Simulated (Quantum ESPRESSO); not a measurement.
Band energies of MgWPb$_{2}$O$_{6}$

```
MgWPb2O6
1.0
    0.00000     4.04258     4.04258
    4.04258     0.00000     4.04258
    4.04258     4.04258     0.00000
O Mg W Pb
6 1 1 2
Direct
  0.75831   0.24169   0.75831
  0.24169   0.75831   0.24169
  0.75831   0.24169   0.24169
  0.24169   0.75831   0.75831
  0.75831   0.75831   0.24169
  0.24169   0.24169   0.75831
  0.50000   0.50000   0.50000
  0.00000   0.00000   0.00000
  0.75000   0.75000   0.75000
  0.25000   0.25000   0.25000
```

norm-conserving LDA (Quantum ESPRESSO, 84 Ry, without SOC); path ΓXWKΓLUWLK,UX; energies in eV from the valence-band maximum.

| k (1/Å) | point | band 40 | band 41 | band 42 | band 43 | band 44 | band 45 | band 46 | band 47 |
|---|---|---|---|---|---|---|---|---|---|
| 0.00 | Γ | -0.81 | -0.81 | -0.04 | -0.04 | -0.04 | 2.39 | 2.39 | 2.39 |
| 0.19 |  | -0.86 | -0.85 | -0.15 | -0.15 | -0.03 | 2.43 | 2.57 | 2.57 |
| 0.58 |  | -1.06 | -0.74 | -0.74 | -0.41 | -0.01 | 2.87 | 3.31 | 3.51 |
| 0.78 | X | -1.34 | -0.72 | -0.72 | -0.01 | 0.00 | 2.68 | 3.10 | 3.80 |
| 0.78 | W | -1.41 | -0.60 | -0.60 | -0.44 | -0.44 | 3.47 | 3.47 | 3.70 |
| 1.05 | K | -1.04 | -0.83 | -0.71 | -0.36 | -0.23 | 2.99 | 3.60 | 3.67 |
| 1.22 |  | -0.84 | -0.71 | -0.70 | -0.54 | -0.47 | 3.01 | 3.39 | 3.44 |
| 1.55 |  | -0.84 | -0.79 | -0.33 | -0.25 | -0.16 | 2.65 | 2.75 | 2.77 |
| 1.71 |  | -0.85 | -0.82 | -0.12 | -0.09 | -0.07 | 2.45 | 2.50 | 2.51 |
| 1.88 | Γ | -0.81 | -0.81 | -0.04 | -0.04 | -0.04 | 2.39 | 2.39 | 2.39 |
| 2.04 |  | -0.83 | -0.83 | -0.10 | -0.10 | -0.08 | 2.46 | 2.51 | 2.51 |
| 2.21 |  | -0.81 | -0.81 | -0.28 | -0.28 | -0.19 | 2.61 | 2.77 | 2.77 |
| 2.55 | L | -0.72 | -0.72 | -0.72 | -0.64 | -0.44 | 2.74 | 3.11 | 3.11 |
| 2.79 |  | -0.79 | -0.72 | -0.61 | -0.59 | -0.42 | 2.97 | 3.23 | 3.34 |
| 3.03 | U | -1.04 | -0.83 | -0.71 | -0.36 | -0.23 | 2.99 | 3.60 | 3.67 |
| 3.03 | W | -1.41 | -0.60 | -0.60 | -0.44 | -0.44 | 3.47 | 3.47 | 3.70 |
| 3.16 |  | -1.06 | -0.67 | -0.61 | -0.47 | -0.45 | 3.32 | 3.33 | 3.69 |
| 3.44 |  | -0.75 | -0.69 | -0.62 | -0.59 | -0.45 | 2.86 | 3.12 | 3.20 |
| 3.57 | L | -0.72 | -0.72 | -0.72 | -0.64 | -0.44 | 2.74 | 3.11 | 3.11 |
| 3.81 |  | -0.79 | -0.72 | -0.61 | -0.59 | -0.42 | 2.97 | 3.23 | 3.34 |
| 3.93 |  | -0.92 | -0.72 | -0.69 | -0.54 | -0.33 | 3.00 | 3.50 | 3.54 |
| 4.05 | K | -1.04 | -0.83 | -0.71 | -0.36 | -0.23 | 2.99 | 3.60 | 3.67 |
| 4.05 | U | -1.04 | -0.83 | -0.71 | -0.36 | -0.23 | 2.99 | 3.60 | 3.67 |
| 4.33 | X | -1.34 | -0.72 | -0.72 | -0.01 | 0.00 | 2.68 | 3.10 | 3.80 |

The LDA gap is indirect, 2.39 eV, from X to Γ; the smallest direct gap is 2.43 eV.

Spin-orbit coupling is left out; with 6p states at a band edge it can lower the gap by many tenths of an eV, most of a small gap.

Geometry of the Materials Project entry, not relaxed at this level.

The structure is a Materials Project entry; no match was found in the copy of COD used, and its stability was not checked.
